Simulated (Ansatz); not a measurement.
Ba₃ZnN₂O:
```xyz
7
Lattice="4.1074 0.0000 0.0000 0.0000 4.1074 0.0000 0.0000 0.0000 9.1667" Properties=species:S:1:pos:R:3 pbc="T T T"
Ba     0.0000     0.0000     1.9999
Ba     0.0000     0.0000     7.1668
Ba     2.0537     2.0537     4.5834
Zn     2.0537     2.0537     0.0000
N      2.0537     2.0537     7.3433
N      2.0537     2.0537     1.8235
O      0.0000     0.0000     4.5834
```

Relaxed with r²SCAN.

Map the valence electron density (e/Å³), cut off at 1 on the plane through (0.000, 0.000, 0.218) spanned by u = [0, 0, 1] and v = [1, 1, 0] in lattice vectors, from r²SCAN in the plane-wave PAW code Ansatz.

x is the fraction of u, y of v (the angle between them is 90°; rows are the nearest grid lines); atoms in the plane: Ba at (0.00, 0.00), Ba at (0.56, 0.00), Ba at (0.28, 0.50), Zn at (0.78, 0.50), N at (0.58, 0.50), N at (0.98, 0.50), O at (0.28, 0.00).
```
|1499942399999996336972269973100001499931|
|3699842389999995226994389972000001499953|
|9999521137999952113799999831000000259999|
|9996310123576421012499998420000000136999|
|7753100011232210001267764210000000013567|
|3321000001111100000123322100000000001233|
|1110000001222110000011111100000000001111|
|2110000013455321000012222111111111111222|
|4321000136999852100124443222234432223444|
|9742101379999995210158997533589964346899|
|9994213799967999421399999978999999799999|
|9995213799623999522399999999999999899999|
|9995213799623999522399999999999999899999|
|9994213799967999421399999978999999799999|
|9742101379999995210158997533589964346899|
|4321000136999852100124443222234432223444|
|2110000013455321000012222111111111111222|
|1110000001222110000011111100000000001111|
|3321000001111100000123322100000000001233|
|7753100011232210001267764210000000013567|
|9996310123576421012499998420000000136999|
|9999521137999952113799999831000000259999|
|3699842389999995226994389972000001499953|
|1499942399999996336972269973100001499931|
```
Scale: ten equal steps from 0.028 (start of '0') to 1.00 (end of '9'), in the order '0123456789'; x runs from 0.000 to 1.00, y from 0.000 (bottom) to 1.00 (top).

The density is the valence pseudo-density with augmentation charge, so density and ELF within about 1 Å of a nucleus are not all-electron values.

Space group P4/mmm. The workflow started from a Materials Project entry (that database holds measured and hypothetical structures alike); the Crystallography Open Database copy checked does not list it. Its standing as an ambient phase is unchecked. The cell was relaxed with r²SCAN under the symmetry of its start; whether a distortion lowers the energy is not shown. Scalar-relativistic: spin–orbit coupling is off unless named, which matters more the heavier the elements.

Potentials: the later of the program's two PAW sets.
